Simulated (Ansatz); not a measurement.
Structure relaxation, GaAs

The start is a relaxed GaAs cell deformed by the Cartesian strain tensor (xx, yy, zz, yz, xz, xy) = (-0.066, 0.088, 0.044, -0.110, 0.129, 0.024). The structure is fully relaxed (lattice and positions, P = 0) with r2SCAN (plane waves to 500 eV, PAW, scalar-relativistic; Ansatz, an electronic-structure program). The first steps use a coarse 8×6×7 k-mesh.

Input geometry:
```yaml
crystal:
  lattice:
    - [0.43197, 2.76884, 2.64421]
    - [3.01103, -0.24643, 3.32261]
    - [2.71219, 3.14841, 0.05240]
  atoms:
    - { symbol: As, position: [0.75000, 0.75000, 0.75000] }
    - { symbol: Ga, position: [0.00000, 0.00000, 0.00000] }
```

Problem. By how much does the energy per atom fall from start to end?

Solution. 0.74 eV/atom.

Problem. How do the shortest distances between atoms change?

Solution. The closest pairs of elements (up to four, under 3.6 Å), start → end: As–Ga 2.09 → 2.45 Å; As–As 3.47 → 4.01 Å; Ga–Ga 3.47 → 4.01 Å.

Problem. Is the relaxed structure metallic? Give its gap.

Solution. 0.97 eV, direct at Γ (no spin-orbit coupling).

Final structure:

Space group F-43m (No. 216); a = 5.666 Å, b = 5.666 Å, c = 5.666 Å, α = 90.00°, β = 90.00°, γ = 90.00°

```csv
atom,site,symmetry,x,y,z
As,4d,-43m,0.7500,0.7500,0.7500
Ga,4b,-43m,0.5000,0.5000,0.5000
```
(The calculation used a cell of 2 atoms; values per cell refer to that cell.)

Final values are on a 10×10×10 k-mesh of the relaxed cell. No spin polarisation in the result.
